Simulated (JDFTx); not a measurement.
An input for a modified build of JDFTx (Si(111) with H+SH, vacuum; bohr, hartree) and the course of its log:

```
lattice \
  14.5481593148 3.6370398240 0.0000000000 \
  0.0000000000 6.2995377755 0.0000000000 \
  0.0000000000 0.0000000000 49.3218518527
coords-type Lattice
ion Si 0.0000000000 0.0000000000 -0.1354707610 1
ion Si 0.1666666670 0.3333333330 -0.1053661480 1
ion Si 0.1666666670 0.3333333330 -0.0150523070 0
ion Si -0.1666666670 0.6666666670 0.0150523070 0
ion Si -0.1666666670 0.6666666670 0.1053661480 1
ion Si 0.0000000000 0.0000000000 0.1354707610 1
ion Si 0.5000000000 0.0000000000 -0.1354707610 1
ion Si 0.6666666670 0.3333333330 -0.1053661480 1
ion Si 0.6666666670 0.3333333330 -0.0150523070 0
ion Si 0.3333333330 0.6666666670 0.0150523070 0
ion Si 0.3333333330 0.6666666670 0.1053661480 1
ion Si 0.5000000000 0.0000000000 0.1354707610 1
ion H 0.0000000000 0.0000000000 0.1910263170 1
ion S 0.5000000000 0.0000000000 0.2193788070 1
ion H 0.6333750300 0.0899935610 0.2404516040 1
ion H 0.0000000000 0.0000000000 -0.1910263170 1
ion S -0.5000000000 0.0000000000 -0.2193788070 1
ion H -0.6333750300 -0.0899935610 -0.2404516040 1
ion-species pseudo/si_pbe_v1.upf
ion-species pseudo/h_pbe_v1.4.upf
ion-species pseudo/s_pbe_v1.4.upf
elec-cutoff 20 100
elec-ex-corr gga-PBE
coulomb-interaction Slab 001
coulomb-truncation-embed 0 0 0
kpoint-folding 3 6 1
elec-smearing Fermi 0.003
lcao-params 10
elec-n-bands 39
converge-empty-states yes
electronic-scf nIterations 100 energyDiffThreshold 1e-07
ionic-minimize nIterations 30 energyDiffThreshold 1e-5 knormThreshold 4e-4
dump-name vac.$VAR
dump End State Ecomponents EigStats BandEigs Forces ElecDensity IonicPositions Fillings Kpoints Dtot
```

```
[the ionic steps are shown, and the last electronic cycles]
IonicMinimize: Iter:   0  F: -70.570717674001983  |grad|_K:  8.858e-03
IonicMinimize: Iter:   1  F: -70.573528145268014  |grad|_K:  6.482e-03  alpha:  1.000e+00  linmin: -9.644e-01
IonicMinimize: Iter:   2  F: -70.579300444438047  |grad|_K:  4.106e-03  alpha:  1.000e+00  linmin: -4.597e-01
IonicMinimize: Iter:   3  F: -70.582365215609215  |grad|_K:  4.224e-03  alpha:  1.000e+00  linmin: -3.773e-01
IonicMinimize: Iter:   4  F: -70.584760347037971  |grad|_K:  3.254e-03  alpha:  5.298e-01  linmin: -4.581e-01
IonicMinimize: Iter:   5  F: -70.585985954526492  |grad|_K:  3.861e-03  alpha:  4.502e-01  linmin:  1.718e-02
IonicMinimize: Iter:   6  F: -70.587175038395657  |grad|_K:  1.108e-03  alpha:  9.190e-01  linmin: -1.681e-01
IonicMinimize: Iter:   7  F: -70.587395445778597  |grad|_K:  1.130e-03  alpha:  1.000e+00  linmin: -3.046e-01
IonicMinimize: Iter:   8  F: -70.588066983030131  |grad|_K:  1.336e-03  alpha:  9.500e-01  linmin: -1.873e-01
IonicMinimize: Iter:   9  F: -70.588628826917557  |grad|_K:  1.247e-03  alpha:  8.227e-01  linmin: -1.248e-01
IonicMinimize: Iter:  10  F: -70.588639023431057  |grad|_K:  1.759e-03  alpha:  7.957e-01  linmin:  2.841e-01
SCF: Cycle: 17   F: -70.588902872367086   dF: -6.528e-08   |Residual|: 5.557e-05   |deigs|: 1.187e-04
	FillingsUpdate:  mu: -0.167767414  nElectrons: 64.000000
SCF: Cycle: 18   F: -70.588902917827312   dF: -4.546e-08   |Residual|: 4.642e-05   |deigs|: 1.444e-05
SCF: Converged (|Delta E|<1.000000e-07 for 2 iters).
IonicMinimize: Iter:  11  F: -70.588902917827312  |grad|_K:  3.940e-04  alpha:  1.000e+00  linmin: -5.278e-02
IonicMinimize: Converged (|grad|_K<4.000000e-04).
```

This run gave no converged result. The electrons converged at the last geometry, but the relaxation ended without meeting its force or energy threshold; the structure isn't a minimum.
